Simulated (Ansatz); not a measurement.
# FeCO₃, a database entry at a rescaled volume

```xyz
10
Lattice="2.3391 1.3505 5.0706 -2.3391 1.3505 5.0706 0.0000 -2.7010 5.0706" Properties=species:S:1:pos:R:3 pbc="T T T"
Fe    0.0000    0.0000    0.0000
Fe    0.0000    0.0000    7.6059
C     0.0000    0.0000    3.8029
C     0.0000    0.0000   11.4088
O    -1.0526    1.3505    8.8735
O    -0.6433   -1.5868    8.8735
O     1.6959    0.2363    8.8735
O     1.0526   -1.3505    6.3382
O     0.6433    1.5868    6.3382
O    -1.6959   -0.2363    6.3382
```

Method: r2SCAN, no spin polarisation; PAW, plane waves to 500 eV, 7×7×7 Γ-centred mesh, fermi-dirac occupations (width 0.1 eV) (Ansatz 0.2.0), atoms fixed.

Q: Metal or insulator? Give the gap.

A: The gap is 1.67 eV, direct at the points sampled. A semilocal functional usually gives too small a gap.

Q: What is the formation energy?

A: -1.13 eV an atom against the elements' usual phases (free molecules for gases, crystals otherwise, with no correction for O₂ or N₂), so it is bound against them; other compounds may still compete. Relaxing would lower it.

Q: Give the Bader charges.

A: Bader charges in e: Fe +1.36, C +2.37, O -1.24. In the mean C gives up most and O takes most.

Q: Which atom feels the largest force, and which way?

A: The largest is on O8 (and as large on other atoms): 0.76 eV/Å, components (-0.76, 0.00, 0.00). It makes 180° with the line to a nearest neighbour, C4 at 1.29 Å, pointing away from it.

Q: Is the cell too large or too small?

A: The pressure is -14.9 GPa (compression positive), so with the atoms held at these fractions the cell would first shrink. The principal stresses -16.8, -13.9, -13.9 GPa differ, so its shape would change too.

Origin: a database entry at a rescaled volume. Caveats: no spin polarisation, so a magnetic state may lie lower; atoms or cell far from equilibrium.
